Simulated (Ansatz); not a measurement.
Ir:
```cif
data_Ir2
_chemical_formula_sum 'Ir2'
_space_group_name_H-M_alt 'P63/mmc'
_space_group_IT_number 194
_space_group_name_Hall '-P 6c 2c'
_cell_length_a 2.72035
_cell_length_b 2.72035
_cell_length_c 4.40356
_cell_angle_alpha 90.000
_cell_angle_beta 90.000
_cell_angle_gamma 120.000
loop_
_atom_site_label
_atom_site_type_symbol
_atom_site_symmetry_multiplicity
_atom_site_Wyckoff_symbol
_atom_site_fract_x
_atom_site_fract_y
_atom_site_fract_z
_atom_site_occupancy
Ir1 Ir 2 c 0.33333 0.66667 0.25000 1
```

Relaxed at zero pressure with plane-wave PAW PBEsol (Ansatz code).

Question: The volume is lowered by 6 % and shape and atoms relax at that volume. What pressure results, and how do the axes share the change?

Answer: 27.7 GPa; a -2.1 %, b -2.1 %, c -1.9 %; the energy rises by 69 meV/atom.

Question: Give the new structure.

Answer: 
Space group P6₃/mmc (No. 194); a = b = 2.663 Å, c = 4.318 Å, α = β = 90.00°, γ = 120.00°

```csv
atom,site,symmetry,x,y,z
Ir,2c,-6m2,0.3333,0.6667,0.2500
```

The phase is kept; no other phase was compared at this pressure.

Space group P6_3/mmc (hcp (Mg type)). The workflow started from a Materials Project entry (that database holds measured and hypothetical structures alike); the Crystallography Open Database copy checked does not list it. It is not the phase usual at ambient conditions (space group No. 225). Symmetry was held in the PBEsol relaxation; of distortions, only those at the zone centre were tested. The run is not spin-polarised. Axis ratios of metals converge slowly with the k-mesh, so a and c are less sure than the volume. Spin–orbit coupling is left out wherever it is not named.

Potentials: the later of the program's two PAW sets.
